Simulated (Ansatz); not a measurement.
Q: Name crystals whose computed values (PBEsol (plane waves, PAW; program Ansatz)) fall in these windows: B₀ by P(V) fit (GPa) 57 to 79; Θ_D (K) 290 to 400; highest Γ mode, no LO–TO term (cm⁻¹) 250 to 330.

A: 

| crystal | B₀ by P(V) fit (GPa) | Θ_D (K) | highest Γ mode, no LO–TO term (cm⁻¹) |
|---|---|---|---|
| Ge, diamond | 67.1 | 348 | 282 |
| Ge, P6_3/mmc (Ge on 4e, Ge on 4f) | 67.4 | 347 | 285 |
| Ge, P6_3/mmc (Ge on 4f) | 67.6 | 346 | 285 |
| Al, hcp (Mg type) | 78.6 | 374 | 325 |
Others may fit too.

Not the usual ambient phase: Ge, P6_3/mmc (Ge on 4e, Ge on 4f); Ge, P6_3/mmc (Ge on 4f); Al, hcp (Mg type). All cells were relaxed under the symmetry of their starts (and spin orders); stability against distortions was not tested throughout. Scalar-relativistic: spin–orbit coupling is off unless named, which matters more the heavier the elements.

Potentials: the earlier of the program's two PAW sets.
